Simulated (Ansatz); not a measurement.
A geometry of Te3As2 away from equilibrium: the start of the relaxation of a generated cell, Te3As2 placed in the corundum structure type. All values below come from r2SCAN (plane waves to 500 eV, PAW, scalar-relativistic; Ansatz, a first-principles code). Γ-centred k-mesh 6×6×6 on the run's cell, Fermi–Dirac smearing 0.05 eV.

```xyz
10
Lattice="3.6768 2.1228 6.6907 -3.6768 2.1228 6.6907 0.0000 -4.2455 6.6907" Properties=species:S:1:pos:R:3 pbc="T T T"
As     0.0000     0.0000     7.0685
As     0.0000     0.0000     2.9674
As     0.0000     0.0000    13.0034
As     0.0000     0.0000    17.1045
Te    -1.4258     2.1228    11.7086
Te    -1.1255    -2.2962    11.7086
Te     2.5513     0.1734    11.7086
Te     1.4258    -2.1228     8.3633
Te     1.1255     2.2962     8.3633
Te    -2.5513    -0.1734     8.3633
```

Q: Give the Cartesian forces on all atoms (eV/Å).

A: 
```tsv
atom	Fx	Fy	Fz
As1	0.00	0.00	-0.16
As2	0.00	0.00	0.16
As3	0.00	0.00	0.16
As4	0.00	0.00	-0.16
Te5	-0.05	0.00	0.00
Te6	0.02	-0.04	0.00
Te7	0.02	0.04	0.00
Te8	0.05	0.00	0.00
Te9	-0.02	0.04	0.00
Te10	-0.02	-0.04	0.00
```

Q: What is the pressure?

A: -1.9 GPa, compression positive.

Q: How much energy per atom can still be gained by relaxing?

A: 0.02 eV/atom; the path ends in R-3c (No. 167) (anti-corundum type).

No spin polarisation in the result.

The run could not lose the symmetry of its start: the end is stationary, and may be a saddle point rather than a minimum.

The end of the path is a generated cell of Te3As2: the first start was made by placing the elements on the sites of a structure type, and the end was not matched to a known phase here, so it may be hypothetical.
